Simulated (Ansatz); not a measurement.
# Relaxing a structure of MoRu

The relaxed structure here is a generated cell of MoRu: the first start was made by placing the elements on the sites of a structure type, and the end was not matched to a known phase here, so it may be hypothetical.

The start is a generated trial cell of MoRu in the AFLOW prototype AB_oP4_59_a_b (as in CuTe). A full variable-cell relaxation at zero pressure is run with PBEsol (plane waves to 420 eV, PAW, scalar-relativistic; Ansatz, an electronic-structure program). First-step values are on the input's coarse k-mesh.

Ansatz input (later rounds restart from its end on a renewed k-mesh):
Ansatz 0.2 input:
```yaml
crystal:
  lattice:
    - [2.7227605, 0, 0]
    - [0, 3.5352668, 0]
    - [0, 0, 6.0073605]
  atoms:
    - { symbol: Mo, position: [0, 0, 0.051] }
    - { symbol: Mo, position: [0.5, 0.5, 0.949] }
    - { symbol: Ru, position: [0, 0.5, 0.277] }
    - { symbol: Ru, position: [0.5, 0, 0.723] }
basis: { ecutwfc: 420, ecutrho_ratio: 4, xc_grid: 2, fft_grid_basis: typed }
kpoints: { mp_grid: { grid: [12, 9, 6] } }
hamiltonian:
  xc: pbesol
  dispersion: none
  pseudopotentials: { kind: paw }
scf: { occupations: { method: fermi_dirac, width: 0.05 } }
relax: { f_tol: 0.01, max_steps: 100, cell: { stress_tol: 0.02 } }
output: { forces: true, stress: true }
```

Question: How much energy is released per atom?

Answer: About 2.4 eV/atom.

Question: How does the volume change?

Answer: -0.5 %, from 14.46 to 14.38 Å³/atom.

Question: Write out the relaxed structure.

Answer: 
```cif
data_Mo2Ru2
_chemical_formula_sum 'Mo2 Ru2'
_space_group_name_H-M_alt 'Pmmn :1'
_space_group_IT_number 59
_space_group_name_Hall 'P 2 2ab -1ab'
_cell_length_a 2.69751
_cell_length_b 4.43617
_cell_length_c 4.80571
_cell_angle_alpha 90.000
_cell_angle_beta 90.000
_cell_angle_gamma 90.000
loop_
_space_group_symop_operation_xyz
  'x, y, z'
  '-x, -y, z'
  'x+1/2, -y+1/2, -z'
  '-x+1/2, y+1/2, -z'
  '-x+1/2, -y+1/2, -z'
  'x+1/2, y+1/2, -z'
  '-x, y, z'
  'x, -y, z'
loop_
_atom_site_label
_atom_site_type_symbol
_atom_site_symmetry_multiplicity
_atom_site_Wyckoff_symbol
_atom_site_fract_x
_atom_site_fract_y
_atom_site_fract_z
_atom_site_occupancy
Mo1 Mo 2 a 0.00000 0.00000 0.10599 1
Ru1 Ru 2 b 0.00000 0.50000 0.40811 1
```

The space group stays Pmmn (No. 59) (the run could not lower it), with 4 atoms in the primitive cell. Final values are on a 17×11×10 k-mesh of the relaxed cell. The start holds a very short contact (Mo–Ru 2.23 Å). No spin polarisation in the result.

The run could not lose the symmetry of its start; a randomly shaken copy of 8 atoms returns to this structure.
